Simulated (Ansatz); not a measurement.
Li:
```yaml
crystal:
  lattice:
    - [2.73407, 0.00000, 0.00000]
    - [0.00000, 2.73407, 0.00000]
    - [0.00000, 0.00000, 2.73407]
  atoms:
    - { symbol: Li, position: [0.00000, 0.00000, 0.00000] }
```

Relaxed with PBE.

Task: List the phonon frequencies at the special points (DFPT on a 5×5×5 q-mesh, Fourier-interpolated; PBE (plane waves, PAW; program Ansatz)).

Result: In cm⁻¹.

```
q    frequencies
-  -------------
Γ          0 0 0
X  129i 129i 325
M   173i 375 375
R    340 340 340
```

Space group Pm-3m (simple cubic). The cell is a constructed one: a structure type filled with these elements; neither database checked (COD, Materials Project) lists it. It is not the phase usual at ambient conditions (space group No. 229). The cell was relaxed with PBE under the symmetry of its start. At this level the phase is dynamically unstable (imaginary phonons). As this level gives no gap, phonon frequencies hold no LO–TO term and depend on the k-mesh and smearing (Fermi–Dirac, 0.1 eV here).

Potentials: the later of the program's two PAW sets.
